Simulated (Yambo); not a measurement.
Yambo run on NH4Br (space group P-43m, No. 215). The wavefunctions are norm-conserving PBEsol (Quantum ESPRESSO, 84 Ry, with spin-orbit coupling) ones on a 4×4×4 mesh (16 occupied bands); a = b = c = 4.000 Å, α = β = γ = 90.00°.

Yambo input:

```
rim_cut
gw0
dyson
el_el_corr
HF_and_locXC
cohsex
em1s
RandQpts= 1000000
RandGvec= 1 Ry
EXXRLvcs= 84 Ry
VXCRLvcs= 336 Ry
Chimod= "HARTREE"
% BndsRnXs
 1 | 176 |
%
NGsBlkXs= 7 Ry
% LongDrXs
 1.0 | 1.0 | 1.0 |
%
ExtendOut
% QPkrange
 1 | 1 | 16 | 17 |
%
```

k points by index: 1 = Γ.

The o-*.qp file then holds:

```
#    K-point    Band    Eo [eV]    E [eV]    E-Eo [eV]    Vxc [eV]    Vnlxc [eV]    Sc|Eo [eV]    Re(Z)    Im(Z)
#
    1    16    0.000000    -3.602866    -3.602866    -12.96316    -16.60550    0.039475    1.000000    0.000000
    1    17    4.007086    3.922259    -0.084827    -9.316179    -5.072457    -4.328549    1.000000    0.000000
```
(The two width columns are left out.) Convergence of these settings isn't established.

Geometry of the Materials Project entry, not relaxed at this level.
